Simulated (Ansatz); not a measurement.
KI (rock salt, space group No. 225), plane-wave PAW PBE (Ansatz code): ε∞ = 2.80, cell volume 92.63 Å³. Infrared-active transverse modes:

```csv
ω_TO (cm⁻¹),oscillator strength S_xx (e²/amu)
87.8,0.04472
```

Question: Compute the static dielectric constant.

Answer: Each mode adds (4.921e7/V) S/ω²: 3.08. So ε0 = 5.88.

Question: What LO frequency does the Lyddane–Sachs–Teller relation give?

Answer: ω_LO = ω_TO √(ε0/ε∞) = 127 cm⁻¹.

Space group Fm-3m (rock salt). The cell was relaxed with PBE under the symmetry of its start; phonons on a q-mesh show no instability. Spin–orbit coupling is left out wherever it is not named.

Potentials: the later of the program's two PAW sets.
